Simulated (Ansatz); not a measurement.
Input and command of a plane-wave DFT calculation in Ansatz:

```yaml
crystal:
  lattice:
    - [-3.5384250182, 3.6113235512, 2.9204786852]
    - [3.6029591789, -3.6337322061, 3.025633061]
    - [3.4839869243, 3.5792941122, -2.9475811904]
  atoms:
    - { symbol: Te, position: [0.7534941941, 0.2489875637, 0.5005901135] }
    - { symbol: Te, position: [-0.0037434029, 0.0087942455, 0.0005062483] }
    - { symbol: As, position: [0.3766980008, 0.6212238959, 0.2529450446] }
    - { symbol: As, position: [0.3567793491, 0.1190369637, 0.7438269195] }
    - { symbol: As, position: [0.3730038209, 0.6273384098, 0.7633821795] }
    - { symbol: As, position: [0.8700221555, 0.6288698902, 0.2490186865] }
basis:
  ecutwfc: 600
kpoints:
  mp_grid: { grid: [6, 6, 6] }
hamiltonian:
  xc: pbesol
scf:
  occupations: { method: gaussian, width: 0.1 }
output:
  forces: true
  stress: true
  eigenvalues: true
```

```bash
ansatz run input.yaml --threads 1 --pin off --max-ram 2560MiB --backend cpu --events-out ev --progress --plain --runs-dir out
```

Processor: Oxide Virtual Turin-like Processor (Zen 5), 1 thread, on a host shared with other jobs.

Q: How long does it run, and how much memory does it take?

A: About 80 s on 1 thread of Oxide Virtual Turin-like Processor (Zen 5), on a shared host, peak memory 1.3 GiB. It solves 56 bands at 112 k points (the mesh reduced by symmetry) with about 5067 plane waves, in 8 SCF iterations.
